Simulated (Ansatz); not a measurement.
Relaxation of a generated cell, Pt placed in the AFLOW prototype A_hR1_166_a (A_i); 1 atom in the cell, which starts as R-3m, hexagonal axes (No. 166), hR1; a = 3.7770 Å, b = 3.7770 Å, c = 3.6567 Å, α = 90.00°, β = 90.00°, γ = 120.00°. All values below come from r2SCAN (plane waves to 500 eV, PAW, scalar-relativistic; Ansatz, a program for electronic structure). Γ-centred k-mesh 13×13×13 on the run's cell (coarser than for final values), Fermi–Dirac smearing 0.05 eV. This is the first round of the run. 

The optimiser's lines from the output (shortened; P is positive under compression):

```
relax step   1: F+E_penalty+E_count = -12536.08764427 eV  Δ(F+E_penalty+E_count) = +0.000e0 eV  max|allowed force component| = 0.000e0 eV/Å  Δτ_max = 0.0000 Å  P = +42.609 GPa  Ω = 15.059 Å³  (6 SCF iters, dr2 threshold 1.00e-7 eV, accepted)
relax step   2: F+E_penalty+E_count = -12536.34918369 eV  Δ(F+E_penalty+E_count) = -2.615e-1 eV  max|allowed force component| = 0.000e0 eV/Å  Δτ_max = 0.0000 Å  P = +0.266 GPa  Ω = 17.303 Å³  (9 SCF iters, dr2 threshold 1.00e-7 eV, accepted)
relax step   3: F+E_penalty+E_count = -12536.34920381 eV  Δ(F+E_penalty+E_count) = -2.013e-5 eV  max|allowed force component| = 0.000e0 eV/Å  Δτ_max = 0.0000 Å  P = +0.072 GPa  Ω = 17.322 Å³  (5 SCF iters, dr2 threshold 1.00e-7 eV, accepted)
relax step   4: F+E_penalty+E_count = -12536.34928792 eV  Δ(F+E_penalty+E_count) = -8.411e-5 eV  max|allowed force component| = 0.000e0 eV/Å  Δτ_max = 0.0000 Å  P = -0.328 GPa  Ω = 17.374 Å³  (8 SCF iters, dr2 threshold 6.61e-8 eV, accepted)
relax step   5: F+E_penalty+E_count = -12536.35032323 eV  Δ(F+E_penalty+E_count) = -1.035e-3 eV  max|allowed force component| = 0.000e0 eV/Å  Δτ_max = 0.0000 Å  P = -1.121 GPa  Ω = 17.500 Å³  (9 SCF iters, dr2 threshold 1.00e-7 eV, accepted)
relax step   6: F+E_penalty+E_count = -12536.35629379 eV  Δ(F+E_penalty+E_count) = -5.971e-3 eV  max|allowed force component| = 0.000e0 eV/Å  Δτ_max = 0.0000 Å  P = -2.146 GPa  Ω = 17.725 Å³  (9 SCF iters, dr2 threshold 1.00e-7 eV, accepted)
relax step   7: F+E_penalty+E_count = -12536.35992119 eV  Δ(F+E_penalty+E_count) = -3.627e-3 eV  max|allowed force component| = 0.000e0 eV/Å  Δτ_max = 0.0000 Å  P = -2.344 GPa  Ω = 17.784 Å³  (8 SCF iters, dr2 threshold 1.00e-7 eV, accepted)
relax step   8: F+E_penalty+E_count = -12536.36760238 eV  Δ(F+E_penalty+E_count) = -7.681e-3 eV  max|allowed force component| = 0.000e0 eV/Å  Δτ_max = 0.0000 Å  P = -2.690 GPa  Ω = 17.874 Å³  (8 SCF iters, dr2 threshold 1.00e-7 eV, accepted)
relax step   9: F+E_penalty+E_count = -12536.37068916 eV  Δ(F+E_penalty+E_count) = -3.087e-3 eV  max|allowed force component| = 0.000e0 eV/Å  Δτ_max = 0.0000 Å  P = +1.102 GPa  Ω = 17.539 Å³  (8 SCF iters, dr2 threshold 1.00e-7 eV, accepted)
relax step  10: F+E_penalty+E_count = -12536.37172245 eV  Δ(F+E_penalty+E_count) = -1.033e-3 eV  max|allowed force component| = 0.000e0 eV/Å  Δτ_max = 0.0000 Å  P = +0.077 GPa  Ω = 17.634 Å³  (8 SCF iters, dr2 threshold 1.00e-7 eV, accepted)
relax step  11: F+E_penalty+E_count = -12536.37173481 eV  Δ(F+E_penalty+E_count) = -1.236e-5 eV  max|allowed force component| = 0.000e0 eV/Å  Δτ_max = 0.0000 Å  P = -0.012 GPa  Ω = 17.641 Å³  (5 SCF iters, dr2 threshold 5.43e-8 eV, accepted)
relax step  12: F+E_penalty+E_count = -12536.37436022 eV  Δ(F+E_penalty+E_count) = -2.625e-3 eV  max|allowed force component| = 0.000e0 eV/Å  Δτ_max = 0.0000 Å  P = +0.136 GPa  Ω = 17.641 Å³  stress off target by 4.57e-1 GPa  SCF on the basis re-selected at this cell (its energy is not comparable with the rows above)  (7 SCF iters)
relax step  13: F+E_penalty+E_count = -12536.37466291 eV  Δ(F+E_penalty+E_count) = -3.027e-4 eV  max|allowed force component| = 0.000e0 eV/Å  Δτ_max = 0.0000 Å  P = +0.000 GPa  Ω = 17.654 Å³  (8 SCF iters, dr2 threshold 1.00e-7 eV, accepted)
relax step  14: F+E_penalty+E_count = -12536.37470474 eV  Δ(F+E_penalty+E_count) = -4.183e-5 eV  max|allowed force component| = 0.000e0 eV/Å  Δτ_max = 0.0000 Å  P = +0.004 GPa  Ω = 17.654 Å³  (8 SCF iters, dr2 threshold 3.55e-8 eV, accepted)
relax step  15: F+E_penalty+E_count = -12536.37470556 eV  Δ(F+E_penalty+E_count) = -8.207e-7 eV  max|allowed force component| = 0.000e0 eV/Å  Δτ_max = 0.0000 Å  P = +0.000 GPa  Ω = 17.654 Å³  (5 SCF iters, dr2 threshold 1.21e-9 eV, accepted)
relax step  16: F+E_penalty+E_count = -12536.37471358 eV  Δ(F+E_penalty+E_count) = -8.014e-6 eV  max|allowed force component| = 0.000e0 eV/Å  Δτ_max = 0.0000 Å  P = +0.001 GPa  Ω = 17.654 Å³  stress off target by 6.45e-3 GPa  SCF on the basis re-selected at this cell (its energy is not comparable with the rows above)  (6 SCF iters)
```

From the first to the last row the energy changes by -0.29 eV/atom and the volume by +17.2 %. The last row is marked as not comparable with the walk above it, whose basis was carried along; it does compare with step 1, since both stand on a basis selected at the nominal cutoff for their own cell.

Later rounds, restarted from the end of this one on a renewed k-mesh, logged 8 more steps and released under 0.01 eV/atom more. The final structure after all rounds: Pm-3m (No. 221), cP1, simple cubic type; a = 2.604 Å, b = 2.604 Å, c = 2.604 Å, α = 90.00°, β = 90.00°, γ = 90.00°. Between re-selections the logged energies stand on a plane-wave basis carried along with the cell. No spin polarisation in the result.

The run could not lose the symmetry of its start; a randomly shaken copy of 2 atoms returns to this structure.

The relaxed structure here is a generated cell of Pt: the first start was made by placing the elements on the sites of a structure type, and the end was not matched to a known phase here, so it may be hypothetical. Known forms of Pt include space group No. 225.
